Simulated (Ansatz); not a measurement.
Input and command of a plane-wave DFT calculation in Ansatz:

```yaml
crystal:
  lattice:
    - [0.0, 5.7513916686, 5.7513916686]
    - [5.7513916686, 0.0, 5.7513916686]
    - [5.7513916686, 5.7513916686, 0.0]
  atoms:
    - { symbol: Cs, position: [0.75, 0.75, 0.75] }
    - { symbol: Cs, position: [0.25, 0.25, 0.25] }
    - { symbol: In, position: [0.5, 0.5, 0.5] }
    - { symbol: Sb, position: [0.0, 0.0, 0.0] }
    - { symbol: Br, position: [0.7567919261, 0.2432080739, 0.2432080739] }
    - { symbol: Br, position: [0.2432080739, 0.2432080739, 0.7567919261] }
    - { symbol: Br, position: [0.2432080739, 0.7567919261, 0.7567919261] }
    - { symbol: Br, position: [0.2432080739, 0.7567919261, 0.2432080739] }
    - { symbol: Br, position: [0.7567919261, 0.2432080739, 0.7567919261] }
    - { symbol: Br, position: [0.7567919261, 0.7567919261, 0.2432080739] }
basis:
  ecutwfc: 420
kpoints:
  mp_grid: { grid: [6, 6, 6] }
hamiltonian:
  xc: pbesol
scf:
  occupations: { method: gaussian, width: 0.1 }
output:
  forces: true
  stress: true
  eigenvalues: true
relax:
  adjacent_minimum: "off"
  f_tol: 0.005
  max_steps: 80
  cell: { stress_tol: 0.05 }
```

```bash
ansatz run input.yaml --threads 2 --pin off --max-ram 5120MiB --backend cpu --events-out ev --progress --plain --runs-dir out
```

Processor: Arm Neoverse V1, 2 threads, on a host shared with other jobs.

**Question.** How long does it run, and how much memory does it take?

**Answer.** About 33 s on 2 threads of Arm Neoverse V1, on a shared host, peak memory 0.86 GiB. It solves 54 bands at 16 k points (the mesh reduced by the symmetry that the task leaves, which can be less than the crystal's) with about 7391 plane waves (on the last cell), in 13 SCF iterations over 2 ionic steps.
